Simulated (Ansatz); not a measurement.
Cd (hcp, Mg type)

```
Cd
1.0
    3.01593     0.00000     0.00000
   -1.50796     2.61187     0.00000
    0.00000     0.00000     5.82164
Cd
2
Cartesian
  0.00000   1.74125   4.36623
  1.50796   0.87062   1.45541
```

The slice is a (-1 1 0 2) plane (indices of the conventional cell) through the point (0.333, 0.667, 0.750) (fractional), spanned by u = [110] and v = [1 -1 1] in vectors of this cell: u (3.02 Å) and v (7.82 Å, at 90° to u). It covers one period; positions are fractions (u, v).

Level of theory: PBE (plane waves to 420 eV, PAW, scalar-relativistic; Ansatz, an electronic-structure program). k mesh 18×18×8. Inside the PAW spheres the values are not all-electron values, and peaks at nuclei hang on which shells count as valence. Cd was relaxed with its symmetry unable to fall. The PAW data are Ansatz's earlier set. The relaxed volume of Cd is well above the measured one; the method has no dispersion term.

Q: Sketch the valence electron density on this plane as a map.

A: 
```
|998866331111336688|
|776644221111224466|
|333322110000112233|
|111111000000001111|
|000000000000000000|
|000000000000000000|
|000000001111000000|
|000000111111110000|
|000011111111111100|
|111111111111111111|
|222222111111112222|
|444422111111112244|
|665533221111223355|
|776644221111224466|
|665533111111113355|
|333322110000112233|
|221111000000001111|
|000000000000000000|
|000000000000000000|
|111111000000001111|
|333322110000112233|
|776644221111224466|
|998866331111336688|
|999966331111336699|
```
Scale: ten equal steps from -1.19 (start of '0') to 1.43 (end of '9'), in the order '0123456789'. Values: log₁₀ of the valence density in e/Å³. The map has 9 points along u (two characters each, u = 0 at the left) and 24 along v (v = 0 in the bottom row). The scale is logarithmic, as a density can span decades between atoms and voids.
